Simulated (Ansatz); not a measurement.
A relaxation of cell and atoms of SiGe5N8 on the sites of β-Si3N4 (relaxed group Pm) with Ansatz 0.2.0, at the level r2SCAN. It starts from the PBE minimum.

```yaml
crystal:
  lattice:
    - [8.0550311419, 0.0, -0.011653171]
    - [0.0, 3.0810819039, 0.0]
    - [-4.037607513, 0.0, 6.9762793147]
  atoms:
    - { symbol: Ge, position: [0.5974127757, 0.5, 0.8341827871] }
    - { symbol: Si, position: [0.8265144132, 0.0, 0.235078237] }
    - { symbol: Ge, position: [0.7644849805, 0.0, 0.5915916306] }
    - { symbol: Ge, position: [0.2273812223, 0.5, 0.4019356145] }
    - { symbol: Ge, position: [0.1719206283, 0.5, 0.765334322] }
    - { symbol: Ge, position: [0.4094969275, 0.0, 0.1720085853] }
    - { symbol: "N", position: [0.3342413698, 0.5, 0.6666027417] }
    - { symbol: "N", position: [0.673486843, 0.0, 0.3301469553] }
    - { symbol: "N", position: [0.6940508394, 0.5, 0.6670439251] }
    - { symbol: "N", position: [0.6809743215, 0.0, 0.9837954589] }
    - { symbol: "N", position: [0.0282895375, 0.0, 0.6999786657] }
    - { symbol: "N", position: [0.9586573267, 0.5, 0.2991861089] }
    - { symbol: "N", position: [0.2972176081, 0.0, 0.3251758519] }
    - { symbol: "N", position: [0.3358712066, 0.5, 0.0279391159] }
kpoints:
  mp_grid: { grid: [4, 8, 4] }
hamiltonian:
  xc: r2scan
scf:
  occupations: { method: fermi_dirac, width: 0.02 }
relax:
  f_tol: 0.005
  cell: {}
```

The trajectory has 6 recorded frames, each with positions in Å and forces in eV/Å. The last, and any step after a large change of cell, is solved on a basis re-selected at its cell; pressure is positive in compression.

Step 1: energy 0.0 meV/atom from step 1, largest force component 0.138 eV/Å, pressure -6.20 GPa
```xyz
14
Lattice="8.0550 0.0000 -0.0117 0.0000 3.0811 0.0000 -4.0376 0.0000 6.9763" Properties=species:S:1:pos:R:3:forces:R:3 pbc="T T T"
Ge    1.4441    1.5405    5.8125    0.0225    0.0000   -0.0740
Si    5.7084    0.0000    1.6303   -0.0589    0.0000   -0.0473
Ge    3.7693    0.0000    4.1182    0.0605    0.0000   -0.0114
Ge    0.2087    1.5405    2.8014   -0.0208    0.0000    0.0358
Ge   -1.7053    1.5405    5.3372    0.0505    0.0000    0.0444
Ge    2.6040    0.0000    1.1952    0.0045    0.0000    0.0293
N     0.0008    1.5405    4.6465   -0.0263    0.0000    0.0109
N     4.0920    0.0000    2.2953   -0.1058    0.0000    0.0385
N     2.8973    1.5405    4.6454    0.0635    0.0000   -0.0036
N     1.5131    0.0000    6.8553   -0.0331    0.0000   -0.1379
N    -2.5984    0.0000    4.8829    0.0360    0.0000    0.0236
N     6.5140    1.5405    2.0760    0.0822    0.0000    0.0242
N     1.0812    0.0000    2.2651   -0.0438    0.0000    0.0218
N     2.5926    1.5405    0.1910   -0.0310    0.0000    0.0456
```

Step 2: energy -6.5 meV/atom from step 1, largest force component 0.041 eV/Å, pressure -2.42 GPa
```xyz
14
Lattice="8.0028 0.0000 -0.0124 0.0000 3.0612 0.0000 -4.0121 0.0000 6.9330" Properties=species:S:1:pos:R:3:forces:R:3 pbc="T T T"
Ge    1.4327    1.5306    5.7745    0.0095    0.0000   -0.0304
Si    5.6727    0.0000    1.6206   -0.0292    0.0000   -0.0092
Ge    3.7419    0.0000    4.0918    0.0373    0.0000   -0.0210
Ge    0.2113    1.5306    2.7862   -0.0300    0.0000    0.0251
Ge   -1.6960    1.5306    5.3029    0.0265    0.0000    0.0175
Ge    2.5874    0.0000    1.1863    0.0140    0.0000    0.0240
N    -0.0008    1.5306    4.6176   -0.0021    0.0000   -0.0027
N     4.0628    0.0000    2.2818   -0.0079    0.0000   -0.0070
N     2.8738    1.5306    4.6124    0.0410    0.0000    0.0195
N     1.4998    0.0000    6.8096   -0.0013    0.0000   -0.0212
N    -2.5833    0.0000    4.8503    0.0084    0.0000    0.0293
N     6.4761    1.5306    2.0684    0.0000    0.0000   -0.0413
N     1.0783    0.0000    2.2540   -0.0283    0.0000   -0.0030
N     2.5783    1.5306    0.1880   -0.0379    0.0000    0.0204
```

**Question.** How does the relaxation go on, and where does it end?

**Answer.**
Step 3: energy -7.6 meV/atom from step 1, largest force component 0.025 eV/Å, pressure +0.12 GPa
```xyz
14
Lattice="7.9726 0.0000 -0.0094 0.0000 3.0485 0.0000 -3.9944 0.0000 6.9060" Properties=species:S:1:pos:R:3:forces:R:3 pbc="T T T"
Ge    1.4305    1.5242    5.7503    0.0143    0.0000   -0.0159
Si    5.6513    0.0000    1.6129   -0.0019    0.0000   -0.0081
Ge    3.7337    0.0000    4.0780    0.0008    0.0000    0.0000
Ge    0.2077    1.5242    2.7763   -0.0008    0.0000    0.0003
Ge   -1.6863    1.5242    5.2863    0.0081    0.0000    0.0206
Ge    2.5768    0.0000    1.1863   -0.0045    0.0000    0.0020
N     0.0009    1.5242    4.6004    0.0006    0.0000   -0.0028
N     4.0481    0.0000    2.2745    0.0203    0.0000   -0.0050
N     2.8698    1.5242    4.5980   -0.0068    0.0000    0.0140
N     1.4951    0.0000    6.7810   -0.0033    0.0000    0.0255
N    -2.5704    0.0000    4.8356   -0.0089    0.0000   -0.0078
N     6.4528    1.5242    2.0580   -0.0125    0.0000   -0.0107
N     1.0718    0.0000    2.2468    0.0050    0.0000   -0.0043
N     2.5651    1.5242    0.1916   -0.0106    0.0000   -0.0079
```

Step 4: energy -7.6 meV/atom from step 1, largest force component 0.008 eV/Å, pressure 0.00 GPa
```xyz
14
Lattice="7.9732 0.0000 -0.0104 0.0000 3.0497 0.0000 -3.9956 0.0000 6.9071" Properties=species:S:1:pos:R:3:forces:R:3 pbc="T T T"
Ge    1.4308    1.5249    5.7503    0.0059    0.0000   -0.0082
Si    5.6513    0.0000    1.6118   -0.0001    0.0000   -0.0044
Ge    3.7340    0.0000    4.0780    0.0045    0.0000   -0.0019
Ge    0.2069    1.5249    2.7762   -0.0058    0.0000    0.0021
Ge   -1.6867    1.5249    5.2877    0.0045    0.0000    0.0076
Ge    2.5762    0.0000    1.1864    0.0008    0.0000    0.0003
N     0.0006    1.5249    4.6007   -0.0004    0.0000   -0.0010
N     4.0486    0.0000    2.2741    0.0021    0.0000    0.0010
N     2.8707    1.5249    4.5990   -0.0043    0.0000    0.0070
N     1.4939    0.0000    6.7813   -0.0026    0.0000    0.0082
N    -2.5705    0.0000    4.8362   -0.0012    0.0000   -0.0040
N     6.4525    1.5249    2.0562   -0.0002    0.0000   -0.0021
N     1.0711    0.0000    2.2470    0.0036    0.0000   -0.0002
N     2.5637    1.5249    0.1920   -0.0069    0.0000   -0.0044
```

Step 5: energy -7.6 meV/atom from step 1, largest force component 0.002 eV/Å, pressure 0.00 GPa
```xyz
14
Lattice="7.9730 0.0000 -0.0107 0.0000 3.0498 0.0000 -3.9958 0.0000 6.9076" Properties=species:S:1:pos:R:3:forces:R:3 pbc="T T T"
Ge    1.4311    1.5249    5.7501    0.0008    0.0000   -0.0021
Si    5.6510    0.0000    1.6110    0.0016    0.0000    0.0007
Ge    3.7346    0.0000    4.0780    0.0008    0.0000    0.0003
Ge    0.2063    1.5249    2.7766    0.0003    0.0000    0.0016
Ge   -1.6864    1.5249    5.2884    0.0008    0.0000   -0.0001
Ge    2.5754    0.0000    1.1868   -0.0013    0.0000   -0.0005
N     0.0006    1.5249    4.6012    0.0003    0.0000    0.0006
N     4.0483    0.0000    2.2738   -0.0003    0.0000    0.0005
N     2.8719    1.5249    4.6005   -0.0003    0.0000    0.0003
N     1.4924    0.0000    6.7814   -0.0003    0.0000    0.0011
N    -2.5692    0.0000    4.8349   -0.0005    0.0000   -0.0014
N     6.4524    1.5249    2.0549   -0.0020    0.0000   -0.0008
N     1.0714    0.0000    2.2486    0.0004    0.0000    0.0000
N     2.5608    1.5249    0.1923   -0.0004    0.0000   -0.0001
```

Step 6: energy -7.5 meV/atom from step 1, largest force component 0.002 eV/Å, pressure 0.00 GPa
```xyz
14
Lattice="7.9730 0.0000 -0.0107 0.0000 3.0498 0.0000 -3.9958 0.0000 6.9076" Properties=species:S:1:pos:R:3:forces:R:3 pbc="T T T"
Ge    1.4311    1.5249    5.7501    0.0008    0.0000   -0.0021
Si    5.6510    0.0000    1.6110    0.0016    0.0000    0.0007
Ge    3.7346    0.0000    4.0780    0.0008    0.0000    0.0003
Ge    0.2063    1.5249    2.7766    0.0003    0.0000    0.0016
Ge   -1.6864    1.5249    5.2884    0.0008    0.0000   -0.0002
Ge    2.5754    0.0000    1.1868   -0.0013    0.0000   -0.0005
N     0.0006    1.5249    4.6012    0.0003    0.0000    0.0006
N     4.0483    0.0000    2.2738   -0.0003    0.0000    0.0005
N     2.8719    1.5249    4.6005   -0.0003    0.0000    0.0002
N     1.4924    0.0000    6.7814   -0.0003    0.0000    0.0011
N    -2.5692    0.0000    4.8349   -0.0006    0.0000   -0.0014
N     6.4524    1.5249    2.0549   -0.0020    0.0000   -0.0008
N     1.0714    0.0000    2.2486    0.0005    0.0000    0.0000
N     2.5608    1.5249    0.1923   -0.0003    0.0000   -0.0001
```

In 5 steps the volume changed by -3.0 %; between the first SCF and the last, each on a basis chosen for its cell, the energy fell by 7.5 meV an atom. Final cell: space group Pm (No. 6), monoclinic; a = 7.962 Å, b = 3.050 Å, c = 7.973 Å, β = 119.9° in the conventional setting, 11.99 Å³ an atom. Ge is surrounded by 4 N at 1.83–1.84 Å; Si is surrounded by 4 N at 1.73–1.78 Å; Ge is surrounded by 4 N at 1.83 Å; Ge is surrounded by 4 N at 1.83–1.87 Å; Ge is surrounded by 4 N at 1.82–1.83 Å; Ge is surrounded by 4 N at 1.82–1.84 Å; N is surrounded by 3 Ge at 1.82–1.84 Å; N is surrounded by 1 Si at 1.73 Å and 2 Ge at 1.83 Å (further sites aren't listed).

It took 30 s on 1 × NVIDIA H100 80GB HBM3 with 2 threads of AMD EPYC 7R13 Processor (Zen 3), with other jobs on the host, load about 0.8 per core; peak host memory 1.2 GiB.

All values are calculated for a non-magnetic cell, which may be hypothetical.
